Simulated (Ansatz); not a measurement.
# Data sheet: TaSb$_{2}$ (DFT)

TaSb$_{2}$:
```cif
data_Sb8Ta4
_chemical_formula_sum 'Ta4 Sb8'
_space_group_name_H-M_alt 'C2/m'
_space_group_IT_number 12
_space_group_name_Hall '-C 2y'
_cell_length_a 10.15282
_cell_length_b 3.61028
_cell_length_c 8.22481
_cell_angle_alpha 90.000
_cell_angle_beta 120.395
_cell_angle_gamma 90.000
loop_
_space_group_symop_operation_xyz
  'x, y, z'
  '-x, -y, -z'
  '-x, y, -z'
  'x, -y, z'
  'x+1/2, y+1/2, z'
  '-x+1/2, -y+1/2, -z'
  '-x+1/2, y+1/2, -z'
  'x+1/2, -y+1/2, z'
loop_
_atom_site_label
_atom_site_type_symbol
_atom_site_symmetry_multiplicity
_atom_site_Wyckoff_symbol
_atom_site_fract_x
_atom_site_fract_y
_atom_site_fract_z
_atom_site_occupancy
Ta1 Ta 4 i 0.15075 0.00000 0.18830 1
Sb1 Sb 4 i 0.14807 0.00000 0.53481 1
Sb2 Sb 4 i 0.40527 0.00000 0.11355 1
```
(The calculation used a cell of 6 atoms; values per cell refer to that cell.)

Space group C2/m (No. 12); conventional cell a = 10.1528 Å, b = 3.6103 Å, c = 8.2248 Å, α = γ = 90.00°, β = 120.39°.

Method: the program Ansatz at the LDA level (PAW). Geometry: relaxed at this level of theory. Other levels are named where they apply.

**Cell and energy**

- Volume per atom = 21.67 Å³
- Density = 10.84 g/cm³
- Formation energy from the elements (no fitted shifts) = -0.20 eV/atom

**Electronic structure**

Electronic character: metallic (no gap)
Density of states at the Fermi level: 0.12 states/eV per atom (mean over ±0.08 eV)

The workflow started from a Materials Project entry (that database holds measured and hypothetical structures alike); the Crystallography Open Database copy checked does not list it. Whether it is the stable phase at ambient conditions was not checked. The cell was relaxed with LDA under the symmetry of its start; whether a distortion lowers the energy is not shown. No spin polarisation was allowed. The references are the lowest solids computed at this level, not always the standard phases. Spin–orbit coupling is left out wherever it is not named.

Potentials: the later of the program's two PAW sets.
